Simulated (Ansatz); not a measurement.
Ga₃Ni₂:
```cif
data_Ga3Ni2
_chemical_formula_sum 'Ni2 Ga3'
_space_group_name_H-M_alt 'P-3m1'
_space_group_IT_number 164
_space_group_name_Hall '-P 3 2"'
_cell_length_a 4.02183
_cell_length_b 4.02183
_cell_length_c 4.84829
_cell_angle_alpha 90.000
_cell_angle_beta 90.000
_cell_angle_gamma 120.000
loop_
_atom_site_label
_atom_site_type_symbol
_atom_site_symmetry_multiplicity
_atom_site_Wyckoff_symbol
_atom_site_fract_x
_atom_site_fract_y
_atom_site_fract_z
_atom_site_occupancy
Ni1 Ni 2 d 0.33333 0.66667 0.14199 1
Ga1 Ga 1 a 0.00000 0.00000 0.00000 1
Ga2 Ga 2 d 0.66667 0.33333 0.35939 1
```

Relaxed with r²SCAN.

Tabulate the valence density and the electron localisation function along the shortest Ni–Ga contact (2.42 Å), plane-wave PAW r²SCAN (Ansatz code).



```csv
distance from Ni (Å),density (e/Å³),ELF
0.24,35.47,0.60
0.36,19.06,0.48
0.48,8.78,0.37
0.60,3.79,0.29
0.73,1.67,0.23
0.85,0.81,0.20
0.97,0.52,0.21
1.09,0.42,0.28
1.21,0.39,0.38
1.33,0.41,0.39
1.45,0.48,0.34
1.57,0.62,0.30
1.69,0.96,0.24
1.81,1.92,0.15
1.93,4.90,0.06
2.05,12.76,0.05
2.18,27.45,-0.03
```

The density is the valence pseudo-density with augmentation charge, so density and ELF within about 1 Å of a nucleus are not all-electron values.

The workflow started from an entry of the Crystallography Open Database (COD). Whether it is the stable phase at ambient conditions was not checked. The r²SCAN relaxation kept the symmetry of its start; whether a distortion lowers the energy is not shown. The workflow began spin-polarised and lost its moments.

Potentials: the later of the program's two PAW sets.
